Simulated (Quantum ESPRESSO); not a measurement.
InGaHfF2O4, a curve over strain

Simulated, not a measurement. The program is pw.x of Quantum ESPRESSO 7.5 (plane-wave density functional theory). The cell is made up: 9 atoms on a corundum lattice with one site empty, with randomly drawn elements, strain and displacements, not relaxed. PseudoDojo standard norm-conserving files (v0.5 for PBE, v0.4.1 for LDA and PBEsol) set the functional; there is no spin polarisation, spin-orbit coupling or dispersion term, and the masses in the input are unused placeholders.

The hafnium pseudopotential is less sure than the others, with forces about 3 percent (worst 6) and pressure in oxides about 1.5 GPa (worst 2.7) from a second method in checks, which no rerun with the same files tests.

Seven runs add a strain to one cell (the same linear strain along x, y and z); the atoms follow the cell and are not relaxed. Stress in the table is positive in tension.

Input of the run at -0.0000:

```
&control calculation='scf', pseudo_dir='./dojo.nc.sr.pbe.v0_5.standard.upf', outdir='./o', disk_io='low', tprnfor=.true., tstress=.true. /
&system ibrav=0, nat=9, ntyp=5, nbnd=44, ecutwfc=84.00895049, nosym=.true., tot_charge=0,
 occupations='smearing', smearing='fd', degauss=0.0018374661
/
&electrons conv_thr=7.350e-09, electron_maxstep=60, /
ATOMIC_SPECIES
F 1.0 F.upf
Ga 1.0 Ga.upf
Hf 1.0 Hf.upf
In 1.0 In.upf
O 1.0 O.upf
CELL_PARAMETERS angstrom
2.6548 1.5036 4.7387
-2.7258 1.607 4.7452
0.054 -3.1144 4.7432
ATOMIC_POSITIONS angstrom
In 0.0431 -0.1557 4.8641
Ga 0.003 -0.029 1.9924
Hf -0.0663 -0.1205 12.0819
F -1.0975 1.4491 8.3022
O -0.8722 -1.6812 8.3424
O 1.9783 0.2889 8.3448
O 0.996 -1.6482 6.1021
F 0.8661 1.4929 5.8949
O -2.0175 -0.2164 6.0249
K_POINTS automatic
5 5 5 1 1 1
```

| added strain | free energy less that of the input shown (eV) | stress xx (GPa) | stress yy (GPa) | stress zz (GPa) | stress xy (GPa) | pressure (GPa) | iterations |
| --- | --- | --- | --- | --- | --- | --- | --- |
| -0.0199 | 0.3745 | -15.30 | -5.92 | -21.63 | -14.32 | 14.28 | 13 |
| -0.0151 | 0.2413 | -12.40 | -3.19 | -18.58 | -13.57 | 11.39 | 13 |
| -0.0126 | 0.1850 | -10.97 | -1.84 | -17.07 | -13.20 | 9.96 | 13 |
| -0.0041 | 0.0405 | -6.44 | 2.39 | -12.29 | -12.00 | 5.45 | 14 |
| -0.0000 | 0.0000 | -4.44 | 4.25 | -10.17 | -11.46 | 3.45 | 13 |
| +0.0028 | -0.0178 | -3.14 | 5.45 | -8.80 | -11.10 | 2.16 | 14 |
| +0.0208 | 0.0464 | 4.06 | 12.07 | -1.10 | -9.01 | -5.01 | 14 |

A cubic fit gives a slope of stress xx against the added strain of 473 GPa at zero added strain, with the atoms clamped. Across the table the free energy follows the integral of the stress to within 3.0 meV. A rerun of one of the cells at a cutoff of 1437 eV and k mesh 7 x 7 x 7 moved values by no more than 0.003 eV in energy, 0.03 GPa in stress and 0.002 eV/Å in force.